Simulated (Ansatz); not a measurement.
Relaxed-ion elastic tensor of HfC (NiAs type, P6_3/mmc) in GPa (Voigt order), LDA (plane waves, PAW; program Ansatz); density 13.27 g/cm³, 11.92 Å³ per atom.

|  | 1 | 2 | 3 | 4 | 5 | 6 |
|---|---|---|---|---|---|---|
| 1 | 472 | 141 | 184 | 0.0 | 0.0 | 0.0 |
| 2 | 141 | 472 | 184 | 0.0 | 0.0 | 0.0 |
| 3 | 184 | 184 | 387 | 0.0 | 0.0 | 0.0 |
| 4 | 0.0 | 0.0 | 0.0 | 209 | 0.0 | 0.0 |
| 5 | 0.0 | 0.0 | 0.0 | 0.0 | 209 | 0.0 |
| 6 | 0.0 | 0.0 | 0.0 | 0.0 | 0.0 | 165 |

**Question.** Is the crystal mechanically stable?

**Answer.** Yes: the smallest eigenvalue of C is 165 GPa.

**Question.** Work out the Voigt, Reuss and Hill averages.

**Answer.** K_V = 261, K_R = 260, K_H = 260; G_V = 172, G_R = 162, G_H = 167 GPa.

**Question.** Give Young's modulus, Poisson's ratio, Pugh's ratio and the universal anisotropy index.

**Answer.** E = 9KG/(3K + G) = 412 GPa; ν = 0.24; K/G = 1.56 (brittle by the Pugh limit of 1.75); A_U = 5G_V/G_R + K_V/K_R − 6 = 0.30.

**Question.** Estimate the sound speeds and the Debye temperature.

**Answer.** v_l = √((K + 4G/3)/ρ) = 6030 m/s, v_t = √(G/ρ) = 3550 m/s, mean 3930 m/s; Θ = (h/k)(3n/4πV)^(1/3) v_m = 512 K.

**Question.** Solve the Christoffel equation for the three sound speeds along x, y, z.

**Answer.** Eigenvalues of C_ijkl n_j n_l equal ρv². In km/s, slowest first: x 3.53, 3.97, 5.96; y 3.53, 3.97, 5.96; z 3.97, 3.97, 5.40.

**Question.** How much does each axis shrink under pressure?

**Answer.** Linear compressibilities β_i = Σ_j S_ij (j = 1 to 3): x 1.2, y 1.2, z 1.4 per TPa.

The workflow started from a Materials Project entry (that database holds measured and hypothetical structures alike); the Crystallography Open Database copy checked does not list it. It is not the phase usual at ambient conditions (space group No. 225). The LDA relaxation kept the symmetry of its start; its stability against distortions is not shown here. No spin polarisation was allowed. As this level gives no gap, shear constants depend on the k-mesh and smearing (Fermi–Dirac, 0.1 eV here). On the denser mesh and wider smearing of the elastic run this cell carries a stress of 0.7 GPa. Spin–orbit coupling is left out wherever it is not named.

Potentials: the later of the program's two PAW sets.
